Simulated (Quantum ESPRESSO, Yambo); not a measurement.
CdTe (zinc blende, space group F-43m, No. 216): static response along x against the Γ-centred k mesh (Yambo on PBEsol (Quantum ESPRESSO, PseudoDojo norm-conserving, 102 Ry, no spin-orbit coupling) bands; 57 bands, 4 Ry block). The smallest direct PBEsol gap is 0.65 eV.

```csv
k mesh,"ε(0), independent particles","ε(0), RPA with local fields"
4×4×4,37.1,35.5
6×6×6,17.2,16.2
8×8×8,12.4,11.4
10×10×10,[?],[?]
```

Q: What does the densest mesh give?

A: 
- 10×10×10, ε(0), independent particles: 10.8
- 10×10×10, ε(0), RPA with local fields: 9.83

The last step changes the RPA value by 16 %: not yet converged. Electronic response only; costs are rough.

Geometry relaxed with PBEsol; primitive cell a = b = c = 4.589 Å, α = β = γ = 60.00°.
